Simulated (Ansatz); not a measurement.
Relaxed bulk Al:

Space group P6_3/mmc (No. 194). a = 2.822 Å, b = 2.822 Å, c = 9.262 Å, α = 90.00°, β = 90.00°, γ = 120.00°
| atom | site | symmetry | x | y | z |
| --- | --- | --- | --- | --- | --- |
| Al | 2a | -3m. | 0.0000 | 0.0000 | 0.0000 |
| Al | 2c | -6m2 | 0.3333 | 0.6667 | 0.2500 |

Miller indices refer to the conventional cell of P6_3/mmc (No. 194), a = 2.822 Å, b = 2.822 Å, c = 9.262 Å, α = 90.00°, β = 90.00°, γ = 120.00°.

The (100) slab of 15 planes, 11.4 Å thick with 15 Å of vacuum as cut; outer planes Al (top) and Al (bottom).

Theory: DFT r2SCAN, scalar-relativistic, plane waves, PAW in Ansatz. Settings: cutoff 500 eV, Γ-centred mesh 12×4×1 on the computed 20-atom cell, Gaussian smearing of 0.10 eV; no spin polarisation. The cell repeats along c with a dipole correction in the vacuum.

Results for the relaxed slab:

| Quantity | Value |
| --- | --- |
| Surface energy (mean of both faces) | 1.13 J/m² |
| Work function | 4.29 eV (top), 4.24 eV (bottom) |
| Dipole of the slab along +c, per cell | -0.01 e·Å |

Relaxation lowers the energy by 0.027 J/m² a face; the largest move is 0.148 Å.

| plane (bottom to top) | atoms | spacing to next, bulk (Å) | relaxed (Å) | change (%) |
| --- | --- | --- | --- | --- |
| 1 | Al2 | 0.815 | 0.693 | -14.9 |
| 2 | Al | 0.815 | 0.807 | -0.9 |
| 3 | Al | 0.815 | 0.937 | +15.0 |
| 4 | Al2 | 0.815 | 0.746 | -8.5 |
| 5 | Al | 0.815 | 0.806 | -1.1 |
| 6 | Al | 0.815 | 0.880 | +8.0 |
| 7 | Al2 | 0.815 | 0.762 | -6.5 |
| 8 | Al | 0.815 | 0.839 | +3.0 |
| 9 | Al | 0.815 | 0.867 | +6.4 |
| 10 | Al2 | 0.815 | 0.677 | -16.9 |
| 11 | Al | 0.815 | 0.938 | +15.1 |
| 12 | Al | 0.815 | 0.879 | +7.8 |
| 13 | Al2 | 0.815 | 0.571 | -29.9 |
| 14 | Al | 0.815 | 0.977 | +19.9 |
| 15 | Al |  |  |  |

The reference crystal is a form of Al, which isn't its usual structure.